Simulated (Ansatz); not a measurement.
This GaH₂ structure is the end of a relaxation. The cell was found from a structure generator's guess, not taken from experiment.

All numbers below come from DFT PBE, scalar-relativistic, plane waves, PAW (Ansatz 0.2.0). Cutoff 420 eV, Γ-centred mesh, Gaussian smearing, no spin polarisation.

```
Ga H
1.0
     6.14613    0.00000    0.00000
    -3.07307    5.32271    0.00000
     0.00000    0.00000    7.83294
Ga H
4 8
Direct
  0.33333 0.66667 0.97365
  0.66667 0.33333 0.47365
  0.66667 0.33333 0.02635
  0.33333 0.66667 0.52635
  0.00000 0.50000 0.00000
  0.50000 0.50000 0.00000
  0.50000 0.00000 0.00000
  0.33333 0.66667 0.75000
  0.66667 0.33333 0.25000
  0.50000 0.00000 0.50000
  0.50000 0.50000 0.50000
  0.00000 0.50000 0.50000
```

Energies over the elements count from the elements' standard structures at the same level (H₂ as a molecule), with no fitted energy shifts.

Question: What space group does it have?

Answer: P6_3/mmc (No. 194). Conventional cell: a = 6.146 Å, c = 7.833 Å. Ga is surrounded by 4 H at 1.75–1.79 Å; around H on a site of symmetry 2/m lie 2 Ga at 1.79 Å; H on a site of symmetry -6m2 has 2 Ga at 1.75 Å.

Question: How far does it lie from the elements in energy?

Answer: +0.266 eV/atom. The separate elements lie lower, so it is unstable against them.

Question: Is it a metal?

Answer: No, the gap on the 6×6×6 mesh is 0.08 eV.

Question: From what recipe could a structure generator have reached it?

Answer: One such recipe: 4-connected net, bridging atoms on its edges (P6_3/mmc, No. 194). Other recipes can lead to the same cell.

The last run used a 6×6×6 mesh for its 12-atom cell and Gaussian smearing of 0.02 eV. With hydrogen, zero-point motion can shift formation energies by some tens of meV/atom. Small gaps are read on the mesh alone, and bands can cross between its points. A structure relaxed within its symmetry needn't be a true minimum.
